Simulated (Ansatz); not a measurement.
AlGaSb₂ in space group R3m (No. 160; Al on 3a, Ga on 3a, Sb on 3a, Sb on 3a) at seven volumes, PBEsol in the plane-wave PAW code Ansatz, shape and atoms relaxed at each. One row is withheld.

```csv
V (Å³/atom),P (GPa)
26.269,6.17
27.135,3.76
28.001,1.72
28.867,0.00
29.733,-1.46
30.599,-2.67
31.465,?
```

**Question.** Fit the shown pressures and predict the withheld one.

**Answer.** P = (3/2)B₀(x^(7/2) − x^(5/2))[1 + (3/4)(B′ − 4)(x − 1)] with x = (V₀/V)^(2/3). Least squares on the six rows gives V₀ = 28.867 Å³/atom, B₀ = 52.6 GPa, B′ = 4.64. At V = 31.465, x = 0.9442 and P = -3.71 GPa. The run itself gave -3.70 GPa.

The first step of the workflow began from a Materials Project structure, measured or hypothetical; the Crystallography Open Database copy checked does not list it. With Al and Ga taken as one species the cell has the higher symmetry F-43m, so it may be an ordered model of a mixed-site phase. Its standing as an ambient phase is unchecked. Symmetry was held in the PBEsol relaxation; of distortions, only those at the zone centre were tested. Spin–orbit coupling is left out wherever it is not named.

Potentials: the later of the program's two PAW sets.
